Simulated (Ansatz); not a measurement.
# InP, a database entry at a rescaled volume

```
P In
1.0
     0.00000    2.96691    2.96691
     2.96691    0.00000    2.96691
     2.96691    2.96691    0.00000
P In
1 1
Direct
  0.25000 0.25000 0.25000
  0.00000 0.00000 0.00000
```

Method: PBE, no spin polarisation; PAW, plane waves to 420 eV, 10×10×10 Γ-centred mesh, fermi-dirac occupations (width 0.1 eV) (Ansatz 0.2.0), atoms fixed.

Question: What is the band gap?

Answer: The gap is 0.51 eV, direct at the points sampled.

Question: What does the stress say?

Answer: The pressure is 0.8 GPa (compression positive), so with the atoms held at these fractions the cell would first expand.

Question: Which element gives electrons and which takes them?

Answer: Bader charges in e: In +0.88, P -0.88. In the mean In gives up most and P takes most.

Question: What is the formation energy?

Answer: -0.24 eV an atom against the elements' usual phases (free molecules for gases, crystals otherwise, with no correction for O₂ or N₂), so it is bound against them; other compounds may still compete. Relaxing would lower it.

Origin: a database entry at a rescaled volume.
